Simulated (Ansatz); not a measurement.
AgCl (rock salt), relaxed and computed with several functionals in Ansatz (plane waves, PAW).

```
functional  a (Å)  gap (eV)  B₀ by P(V) fit (GPa)
----------  -----  --------  --------------------
PBE         5.612      0.92                  41.9
LDA         5.354      0.63                  69.4
HSE06       5.603      2.42                  41.9
r²SCAN      5.545      1.48                  50.5
```

All cells were relaxed under the symmetry of their starts (and spin orders); stability against distortions was not tested throughout. Rows with no word on spin ran without spin polarisation. Scalar-relativistic: spin–orbit coupling is off unless named, which matters more the heavier the elements.

Potentials: the later of the program's two PAW sets.

Ansatz (a quantum-chemistry and plane-wave program) is a plane-wave DFT program.
